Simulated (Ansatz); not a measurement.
# What DFT gives for SnH

```yaml
crystal:
  lattice:
    - [3.80906, 0.00000, 0.00000]
    - [0.00000, 3.80906, 0.00000]
    - [0.00000, 0.00000, 4.84271]
  atoms:
    - { symbol: Sn, position: [0.25000, 0.25000, 0.23770] }
    - { symbol: Sn, position: [0.75000, 0.75000, 0.76230] }
    - { symbol: H, position: [0.75000, 0.25000, 0.00000] }
    - { symbol: H, position: [0.25000, 0.75000, 0.00000] }
```

Method: PBE, no spin polarisation; PAW, plane waves to 420 eV, 9×9×7 Γ-centred mesh, fermi-dirac occupations (width 0.1 eV) (Ansatz 0.2.0), atoms fixed.

**Charges.** Bader charges in e: Sn +0.43, H -0.43. In the mean Sn gives up most and H takes most.
**Electronic structure.** It is a metal, with about 1.8 states/eV a cell as the mean within 0.25 eV of the Fermi level, mostly Sn p (78 %).
**Forces.** The largest is on Sn1 (and as large on other atoms): 0.71 eV/Å, components (0.00, 0.00, 0.71). It makes 121° with the line to a nearest neighbour, H3 at 2.23 Å.
**Stress.** The pressure is 0.4 GPa (compression positive), so with the atoms held at these fractions the cell is close to zero pressure.
**Formation energy.** 0.51 eV an atom against the elements' usual phases (free molecules for gases, crystals otherwise, with no correction for O₂ or N₂), so at this geometry it isn't bound against them. Relaxing would lower it.

Origin: a known structure type with other elements, at an estimated volume, so it need not be a known compound.
